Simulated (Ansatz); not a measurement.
# CaMg6ZnO8: ¹⁷O NMR of the central transition

Cell: a computed structure from the Materials Project (it need not be an observed phase), ions relaxed with PBE at fixed cell.

Space group P4/mmm (No. 123); a = 4.3925, c = 8.6304 Å.

| site | Wyckoff | site symmetry | x | y | z |
| --- | --- | --- | --- | --- | --- |
| Ca | 1a | 4/mmm | 0.0000 | 0.0000 | 0.0000 |
| Mg2 | 1c | 4/mmm | 0.5000 | 0.5000 | 0.0000 |
| Mg3 | 1d | 4/mmm | 0.5000 | 0.5000 | 0.5000 |
| Mg4 | 4i | 2mm. | 0.0000 | 0.5000 | 0.2575 |
| Zn | 1b | 4/mmm | 0.0000 | 0.0000 | 0.5000 |
| O9 | 2g | 4mm | 0.0000 | 0.0000 | 0.2630 |
| O11 | 2h | 4mm | 0.5000 | 0.5000 | 0.2512 |
| O13 | 2f | mmm. | 0.0000 | 0.5000 | 0.0000 |
| O14 | 2e | mmm. | 0.0000 | 0.5000 | 0.5000 |

One atom of each set is listed.

The numbers come from a DFT calculation in Ansatz (PBE, plane waves and PAW, scalar-relativistic, 420 eV cutoff, Γ-centred 5×5×3 k-points, Fermi–Dirac smearing 0.02 eV).

¹⁷O has I = 5/2 and Q = -25.58 mb (Pyykkö 2018); at 14.1 T its Larmor frequency is ν₀ = 81.4 MHz. Only the quadrupole interaction is simulated: positions count from each site's isotropic chemical shift, and J coupling is left out, as are shift anisotropy and dipolar coupling, which fast spinning averages.

Q: Give C_Q, η, the quadrupolar product P_Q = |C_Q|(1 + η²/3)^½, the second-order isotropic shift and the breadth of the pattern (fast magic-angle spinning) for each O site.

A: 

| site | first shell | C_Q (MHz) | η | P_Q (MHz) | δ_QIS (ppm) | breadth (kHz) |
| --- | --- | --- | --- | --- | --- | --- |
| O9 | 1 Zn at 2.05 Å, 4 Mg at 2.20 Å, 1 Ca at 2.27 Å | -0.071 | 0.00 | 0.071 | -0.00463 | 0.00081 |
| O11 | 6 Mg at 2.15–2.20 Å | 0.153 | 0.00 | 0.153 | -0.0212 | 0.00370 |
| O13 | 2 Ca at 2.20 Å, 4 Mg at 2.20–2.22 Å | 3.40 | 0.11 | 3.41 | -10.5 | 1.90 |
| O14 | 4 Mg at 2.09–2.20 Å, 2 Zn at 2.20 Å | -1.47 | 0.40 | 1.51 | -2.07 | 0.391 |

δ_QIS = −(ν_Q²/30ν₀²)[I(I+1) − 3/4](1 + η²/3) × 10⁶ ppm with ν_Q = 3|C_Q|/[2I(2I−1)]; it falls as 1/B₀² in ppm, and the breadth as 1/B₀ in kHz.

An axis of threefold or higher order runs through O9 and O11, so V_zz lies along it and η is zero.
